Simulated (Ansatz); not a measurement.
BaHfO$_{3}$ (cubic perovskite)

```
BaHfO3
1.0
    8.41234     0.00000     0.00000
    0.00000     4.20617     0.00000
    0.00000     0.00000     4.20617
Ba Hf O
2 2 6
Direct
  0.00000   0.00000   0.00000
  0.50000   0.00000   0.00000
  0.25000   0.50000   0.50000
  0.75000   0.50000   0.50000
  0.00000   0.50000   0.50000
  0.50000   0.50000   0.50000
  0.25000   0.50000   0.00000
  0.75000   0.50000   0.00000
  0.25000   0.00000   0.50000
  0.75000   0.00000   0.50000
```

The atoms are displaced by Q × the pattern below (from a DFPT mode at X = (0.5, 0.0, 0.0), largest move 1; Q in Å), at fixed cell. (q is in reciprocal vectors of the primitive cell; the cell shown is doubled to hold the pattern.)

```csv
atom,x,y,z
Ba1,0.023,0.000,0.000
Ba2,-0.023,0.000,0.000
O5,-1.000,0.000,0.000
O6,1.000,0.000,0.000
```

Atoms not listed stay in place.

Calculation: PBE (plane waves to 420 eV, PAW, scalar-relativistic; Ansatz, a program for electronic structure). k mesh 4×8×8 (Γ-centred), Fermi-Dirac smearing 0.05 eV. BaHfO3 is run without spin polarisation. BaHfO3 was relaxed with its symmetry unable to fall. Spin-orbit coupling is left out, though Hf is heavy. 

```csv
Q (Å),−dE/dQ from forces (eV/Å)
-0.180,11.633
-0.150,9.427
-0.120,7.368
-0.090,5.426
-0.060,3.570
-0.030,1.771
0.000,0.000
0.030,-1.771
0.060,-3.570
0.090,-5.426
0.120,-7.368
0.150,-9.427
0.180,-11.633
```

Question: What harmonic wavenumber does the curvature at Q = 0 give?

Answer: 706 cm⁻¹. E″ = 58.86 eV/Å², M = Σ mᵢ|uᵢ|² = 32.1 u, ν̃ = 521.5·√(|E″|/M).

(A displaced cell: forces are minus the slopes of the energy, force constants its curvatures, and phonons follow from these.)
